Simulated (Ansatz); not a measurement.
YTl$_{3}$ (Cu3Au type, Pm-3m) under volume change, plane-wave PAW PBEsol (Ansatz code), scaled uniformly.

| V (Å³/atom) | E − E(relaxed) (meV/atom) | P (GPa) |
|---|---|---|
| 23.281 | 43.9 | 6.71 |
| 24.049 | 18.3 | 4.06 |
| 24.816 | 4.3 | 1.85 |
| 25.584 | 0.0 | 0.00 |
| 26.351 | 3.8 | -1.55 |
| 27.119 | 14.4 | -2.84 |
| 27.886 | 30.7 | -3.93 |

Question: What does a third-order Birch–Murnaghan fit give for V₀, B₀ and B′?

Answer: V₀ = 25.58 Å³/atom, B₀ = 56.3 GPa, B′ = 4.9.

The workflow started from an entry of the Crystallography Open Database (COD). Whether it is the stable phase at ambient conditions was not checked. The PBEsol relaxation kept the symmetry of its start; whether a distortion lowers the energy is not shown. The run is not spin-polarised. Spin–orbit coupling is left out wherever it is not named.

Potentials: the later of the program's two PAW sets.
